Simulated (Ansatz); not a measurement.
Start of a relaxation of Ga5Sb2As3:

```
Ga Sb As
1.0
    -1.99490    1.99490   14.10608
     1.99490   -1.99490   14.10608
     1.99490    1.99490  -14.10608
Ga Sb As
5 2 3
Direct
  0.00000 0.00000 0.00000
  0.60000 0.60000 0.00000
  0.20000 0.20000 0.00000
  0.80000 0.80000 0.00000
  0.40000 0.40000 0.00000
  0.45000 0.95000 0.50000
  0.05000 0.55000 0.50000
  0.65000 0.15000 0.50000
  0.25000 0.75000 0.50000
  0.85000 0.35000 0.50000
```

Theory: DFT PBE, scalar-relativistic, plane waves, PAW (Ansatz). Cutoff 420 eV, Gaussian smearing, Γ-centred meshes. Cell and atoms relax first on a coarse mesh and then on a finer one. In between, the cell is made exact in the group found at 0.06 Å. In metals the finer mesh still leaves noise of several meV/atom or more. The steps can't lower the symmetry of their start. No spin polarisation.

A guess keeps its type if space group and coordination stay and the shape of the cell changes little (axis ratios within about 15 %, angles within 6°); the volume may change.

Task: Will the relaxed cell still be of the starting type?

Result: It keeps its type. The symmetry stays I-4m2 (No. 119). The volume per atom grows by 16.4 %, from 22.5 to 26.1 Å³. The shortest distance goes from 2.44 Å (Ga–As and Ga–Sb) to 2.52 Å (Ga–As). The ratio c/a of the conventional cell changes by a factor of 1.00. Counting neighbours within 15 % of an atom's shortest distance, the start has As 4, Ga 4, Sb 4 and the end As 4, Ga 4, Sb 4.

Formation energies are uncorrected and refer to the elements' standard structures at the same level.

Task: At what energy does it end?

Result: −0.25 eV/atom. It lies below the elements, which doesn't yet make it stable against other compounds or structures.

The last run used a 12×12×12 mesh for its 10-atom cell and Gaussian smearing of 0.10 eV. Spin–orbit coupling, which can matter for Sb, is left out. The reference form of As is held partly by dispersion forces, which this level lacks. A later test with randomly moved atoms came back to the same energy, though modes that don't fit the test's cell weren't probed.
